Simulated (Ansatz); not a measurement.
NaCl (rock salt, space group No. 225), a = b = c = 5.6077 Å, α = β = γ = 90.00°; the cell used has 2 atoms.

Relaxed with r²SCAN. Independent-particle spectrum: no excitons, no local fields, no scissors shift; 0.1 eV broadening; ε₁ of the summed bands alone.

Tabulate the dielectric function from r²SCAN in the plane-wave PAW code Ansatz.



```tsv
E (eV)	ε₁ xx	ε₂ xx
0.0	2.54	0.00
0.5	2.54	0.00
1.0	2.55	0.00
1.5	2.57	0.00
2.0	2.60	0.00
2.5	2.64	0.00
3.0	2.68	0.00
3.5	2.75	0.00
4.0	2.82	0.00
4.5	2.93	0.00
5.0	3.06	0.00
5.5	3.27	0.00
6.0	3.71	0.11
6.5	3.81	0.50
7.0	3.95	0.70
7.5	4.23	0.92
8.0	4.85	1.40
8.5	4.25	2.71
9.0	4.88	2.81
9.5	2.52	5.50
10.0	1.35	3.24
10.5	1.90	2.91
11.0	2.17	3.30
11.5	1.25	5.33
12.0	-0.03	4.18
```

From ε at 6.2 eV (xx: 3.77 + 0.33i), find n, k, the normal reflectivity and the absorption coefficient.

n = 1.94, k = 0.085, R = 10 %, α = 2kE/ħc = 53000 cm⁻¹.

With all bands, ε∞ without local fields is 2.59.

Space group Fm-3m (rock salt). The r²SCAN relaxation kept the symmetry of its start.

Potentials: the later of the program's two PAW sets.
